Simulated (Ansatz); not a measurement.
Density of states of a SnMo5O12 cell (elements on a rutile lattice, relaxed), per eV and atom, broadened by Gaussian smearing of width 0.1 eV and averaged over bins of 0.3 eV, from 8 eV under the Fermi level at most up to where the solved bands end.

Computed with DFT r2SCAN, scalar-relativistic, plane waves, PAW (Ansatz).

Settings: cutoff 500 eV, Γ-centred mesh 7×7×5 on the computed 18-atom cell, Gaussian smearing of 0.10 eV; no spin polarisation.

```
O Mo Sn
1.0
    -0.00649   -4.84293    2.85867
    -4.84340   -0.00651    2.85863
    -4.87021   -4.86969   -2.88956
O Mo Sn
12 5 1
Direct
  0.23780 0.23872 0.46290
  0.57460 0.57550 0.15257
  0.89293 0.89387 0.79978
  0.10761 0.10877 0.19907
  0.42596 0.42715 0.84628
  0.76274 0.76391 0.53598
  0.62332 0.03905 0.17729
  0.96252 0.37827 0.82151
  0.27823 0.72329 0.49937
  0.03803 0.62437 0.17735
  0.37722 0.96359 0.82157
  0.72229 0.27934 0.49948
  0.35159 0.35264 0.63686
  0.64895 0.65000 0.36200
  0.35556 0.35663 0.14172
  0.64499 0.64603 0.85713
  0.00029 0.00134 0.49938
  0.00025 0.00131 0.99940
```

```csv
E − E_F (eV),total,O 2p,Mo 4d,Sn 5p,O 2s
-7.90,0.668,0.437,0.185,0.017,0.006
-7.60,0.594,0.401,0.154,0.011,0.006
-7.30,0.687,0.481,0.160,0.012,0.008
-7.00,0.659,0.468,0.149,0.013,0.008
-6.70,0.750,0.547,0.156,0.012,0.011
-6.40,0.692,0.516,0.136,0.008,0.010
-6.10,0.684,0.524,0.123,0.007,0.009
-5.80,0.701,0.554,0.111,0.008,0.008
-5.50,0.719,0.594,0.091,0.006,0.007
-5.20,0.718,0.602,0.086,0.004,0.006
-4.90,0.826,0.699,0.095,0.004,0.006
-4.60,0.886,0.762,0.095,0.004,0.006
-4.30,0.818,0.726,0.066,0.004,0.004
-4.00,0.757,0.691,0.046,0.003,0.003
-3.70,0.759,0.705,0.038,0.003,0.003
-3.40,0.494,0.467,0.017,0.001,0.001
-3.10,0.203,0.195,0.005,0.000,0.000
-2.80,0.065,0.063,0.001,0.000,0.000
-2.50,0.023,0.003,0.019,0.000,0.000
-2.20,0.227,0.033,0.184,0.001,0.001
-1.90,0.376,0.069,0.292,0.001,0.002
-1.60,0.117,0.023,0.090,0.000,0.000
-1.30,0.071,0.010,0.058,0.000,0.000
-1.00,0.279,0.051,0.218,0.001,0.001
-0.70,0.270,0.062,0.197,0.001,0.001
-0.40,0.162,0.034,0.124,0.000,0.001
-0.10,0.441,0.071,0.356,0.001,0.002
0.20,0.445,0.087,0.343,0.001,0.002
0.50,0.440,0.102,0.326,0.001,0.001
0.80,0.359,0.080,0.267,0.001,0.002
1.10,0.625,0.117,0.482,0.003,0.005
```

The columns after the total are the largest Löwdin projections on the valence shells of the potentials, so they needn't add up, and the weight of a shell that a potential lacks goes to other orbitals. The cell has no gap on the mesh.

Spin polarisation was left out, and a magnetic state may lie lower.

Cost: 2 runs of about 21 core-minutes in all (earlier runs that led there not counted), on Arm Neoverse V2 (shared hosts).